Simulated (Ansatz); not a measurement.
**Sb2Mo: levels along high-symmetry lines**

```
CELL_PARAMETERS angstrom
0.00000 3.30029 3.30029
3.30029 0.00000 3.30029
3.30029 3.30029 0.00000
ATOMIC_POSITIONS crystal
Mo 0.00000 0.00000 0.00000
Sb 0.25000 0.25000 0.25000
Sb 0.75000 0.75000 0.75000
```

Atom numbers follow the list: Mo1, Sb2, Sb3.

The cell was built from the fluorite type and relaxed in the same program, and has space group Fm-3m; it needn't be a known or the stable phase.

No spin–orbit coupling, which matters for the heavy atoms here.

These are results of Ansatz 0.2.0, DFT, PBE, all-electron LAPW, scalar-relativistic, not measurements.

Numerical set-up: a Γ-centred 10×10×10 k mesh, Fermi–Dirac smearing of 0.05 eV, basis error target 1 meV/atom, no spin polarisation.

Points in fractions of the reciprocal vectors of this cell: Γ (0, 0, 0), X (0.5, 0, 0.5), U (0.625, 0.25, 0.625), K (0.375, 0.375, 0.75), L (0.5, 0.5, 0.5), W (0.5, 0.25, 0.75). The path joins them by straight lines in the order Γ–X–U–K–Γ–L–W–X; legs that retrace an earlier one aren't tabulated. Energies are in eV from the Fermi level.

Is there a gap?

none: bands cross the Fermi level, a metal.

List the levels between -5 and 4 eV at the symmetry points.


Γ: -4.05 (×3), -0.54 (×2), 1.95 (×3), 4.00 (×3)
X: -3.57 (×2), -1.12 (×2), -0.59, -0.08, 1.95
U: -3.73, -3.29, -1.59, -0.94, -0.04, 0.15, 2.14, 3.12
K: -3.73, -3.29, -1.59, -0.94, -0.04, 0.15, 2.14, 3.12
L: -3.26 (×2), -2.09, -1.17 (×2), -0.66, -0.31 (×2), 2.28
W: -4.86, -2.05 (×2), -1.08, -0.20, 0.49, 2.61 (×2)
